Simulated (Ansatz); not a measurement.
Task: Each is relaxed and computed with PBE (plane waves, PAW; program Ansatz). Which is the only metal?
A) SrO, rock salt
B) ReC, rock salt
C) SiC, wurtzite
D) BeS, rock salt

Result: B, ReC, rock salt. ReC: metal; BeS: gap 0.97 eV (indirect); SrO: gap 3.33 eV (indirect); SiC: gap 2.31 eV (indirect). Typed or built starts, not in the databases checked: ReC, rock salt; BeS, rock salt. All cells were relaxed under the symmetry of their starts (and spin orders); stability against distortions was not tested throughout. Rows with no word on spin ran without spin polarisation. Scalar-relativistic: spin–orbit coupling is off unless named, which matters more the heavier the elements.

Potentials: the earlier of the program's two PAW sets.
